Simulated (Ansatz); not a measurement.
A geometry of CsPbCl₃ away from equilibrium: step 2 of the relaxation of a relaxed CsPbCl3 cell shaken by Gaussian noise of σ = 0.08 Å a coordinate. Method: PBEsol (plane waves to 420 eV, PAW, scalar-relativistic; Ansatz, an electronic-structure program). Γ-centred k-mesh 3×3×3 on the run's cell (coarser than for final values), Fermi–Dirac smearing 0.05 eV.

```xyz
10
Lattice="10.6570 0.0024 0.0105 0.0063 6.4124 4.9597 0.0034 -6.4068 4.9525" Properties=species:S:1:pos:R:3:forces:R:3 pbc="T T T" free_energy=-41059.134 pressure_GPa=-0.2
Cl     2.0373    -4.3132     6.3356   -0.0554    0.0361    0.0062
Cl     8.5625     4.2082     6.3443    0.1112   -0.1061   -0.0522
Cl     1.8743     4.1051     6.2824    0.2401    0.2457    0.0900
Cl     8.7312    -4.0825     6.3518   -0.0124   -0.0769   -0.0377
Cl     5.4317     0.0227     4.2533   -0.1172    0.0042   -0.1639
Cl     5.2930     0.1014     0.4262   -0.0045   -0.0384    0.1602
Cs     0.0027    -3.7178     3.5740   -0.0800   -0.0308    0.1622
Cs     0.0186     3.7648     3.6483   -0.0546   -0.0298   -0.0293
Pb     3.3355    -0.0632     2.2766    0.0942   -0.1902   -0.0670
Pb     7.3571     0.0525     2.2368   -0.1213    0.1862   -0.0686
```

Positions in Å, forces in eV/Å, free energy of the cell in eV (comparable only within this code, potentials and settings). Largest force: 0.36 eV/Å, on Cl3 (atoms numbered as listed); the geometry lies 0.17 eV/atom above the end of its relaxation.

No spin polarisation in the result.

Of the parent cell (Amm2 (No. 38)): The first start was generated by a random draw of sites in a space group. Materials Project lists a structure of CsPbCl3 in the same space group, Amm2 (No. 38); the sites were not compared with it, nor with measured phases. Known forms of CsPbCl3 include space group No. 221.

The end of the path is a generated cell of CsPbCl3: the first start was made by a random draw of sites in a space group, and the end was not matched to a known phase here, so it may be hypothetical. Known forms of CsPbCl3 include space group No. 221.
